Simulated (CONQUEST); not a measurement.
Worked example: self-consistent single point of SiO2 (P4_12_12, 12 atoms in the cell; from Materials Project mp-6945) in CONQUEST.

All values come from this method and carry its errors: LDA (PW92), numerical atomic orbitals double-zeta with polarisation (the shipped basis), PseudoDojo norm-conserving potentials made for LDA run with CONQUEST.

```
CELL_PARAMETERS angstrom
      4.99265     0.00000     0.00000
      0.00000     4.99265     0.00000
      0.00000     0.00000     6.93393
ATOMIC_POSITIONS crystal
  Si 0.69866 0.69866 0.50000
  Si 0.80134 0.19866 0.75000
  Si 0.30134 0.30134 0.00000
  Si 0.19866 0.80134 0.25000
  O  0.89357 0.76139 0.32011
  O  0.73861 0.39357 0.57011
  O  0.10643 0.23861 0.82011
  O  0.26139 0.60643 0.07011
  O  0.39357 0.73861 0.42989
  O  0.23861 0.10643 0.17989
  O  0.60643 0.26139 0.92989
  O  0.76139 0.89357 0.67989
```

Reference input (self-consistent single point, DFT, PBE, numerical atomic orbitals double-zeta with polarisation (the shipped basis), PseudoDojo norm-conserving potentials made for PBE): basis = DZP; Diag.MPMeshX, Y, Z = 5 5 4; potentials = PseudoDojo norm-conserving PBE; Grid.GridCutoff = 140 Ha; DM.SolutionMethod = diagon; Diag.kT = 0.0001 Ha; Diag.GammaCentred = true; minE.SCTolerance = 1.0e-06; SC.MaxIters = 100; SC.LinearMixingFactor = 0.3; AtomMove.TypeOfRun = static. This run's input differs from it in these lines:

```diff
@@ -1,2 +1,2 @@
-# files in the folder: Si.ion O.ion (PseudoDojo PBE potentials, DZP orbitals)
+# files in the folder: Si.ion O.ion (PseudoDojo LDA potentials, DZP orbitals)
 # file: Conquest_input
```

Log, with long lists cut:

```
    new_SC_potl: Starting.  Tolerance:  0.10000E-05

    PulayMixSC: Starting Pulay mixing, A_up =  0.300 A_dn =  0.300
    PulayMixSC: Spin non-polarised calculation.
          Harris-Foulkes Energy            :     -4079.410776396268375 eV
          (TS=0 as O(N) or entropic contribution is negligible)
          DFT Total Energy                 :     -4054.719912974572253 eV
          Total number of electrons        :        63.999999999999638
    PulayMixSC: Pulay iteration     1 residual:              0.80624E-02
          Harris-Foulkes Energy            :     -4070.095817714088298 eV
   [... lines left out ...]
          (TS=0 as O(N) or entropic contribution is negligible)
          DFT Total Energy                 :     -4069.349468947501464 eV
          Total number of electrons        :        64.000040505619168
    PulayMixSC: Pulay iteration     6 residual:              0.36839E-05
          Harris-Foulkes Energy            :     -4069.349469966002744 eV
          (TS=0 as O(N) or entropic contribution is negligible)
          DFT Total Energy                 :     -4069.349469880839479 eV
          Total number of electrons        :        64.000040582323791
    PulayMixSC: Pulay iteration     7 residual:              0.94960E-06
    PulayMixSC: Reached SCF tolerance of  0.94960E-06 after      7 iterations
      | Number of electrons      =        64.000041
      |* band energy as 2Tr[K.H] =     -1013.798420007619825 eV
      |  screened ion-ion energy =     -3046.138541940471441 eV
      |  Ha correction           =      -137.557147490526773 eV
      |  XC correction           =       128.144654692910734 eV
      |* Harris-Foulkes energy   =     -4069.349469966002744 eV
      |* DFT total energy        =     -4069.349469880839479 eV
      |  estimated accuracy      =        -0.000000085163065 eV

    force: Forces on atoms (eV/a0)
    force:  Atom   X              Y              Z
    force:     1   0.0633628724   0.0633628720  -0.0000000012
    force:     2  -0.0633628702   0.0633628699   0.0000000084
   [... lines left out ...]
    force: Maximum force :        0.11895502(eV/a0) on atom         6 in z direction
   [... lines left out ...]
    force: Force Residual:        0.12890343 eV/a0
    force: Total stress:          0.25783086     0.00000000    -0.00000000 GPa
                             0.00000000     0.25783085     0.00000001
                            -0.00000000     0.00000001    -0.48247358
    force: Average pressure:     -0.01106271 GPa

    force: Finished force
    get_E_and_F: Change in energy during last step of electronic optimisation:  0.61764E-07
```

The run converged in 7 iterations. CONQUEST prints the stress tensor with tension positive. Against the reference run the pressure goes from 7.09 to -0.01 GPa and the largest force goes from 0.641 to 0.273 eV/Å.

The program uses no crystal symmetry, so grid and mesh can part values that symmetry would make equal. The atom-centred basis is finite, which shifts total energies, pressures and forces against plane waves. The structure comes from a collection of computed structures, made at another level of theory; the collection holds predicted forms beside known ones.

Cost on one core: about 2.4 core-minutes (a rough figure).
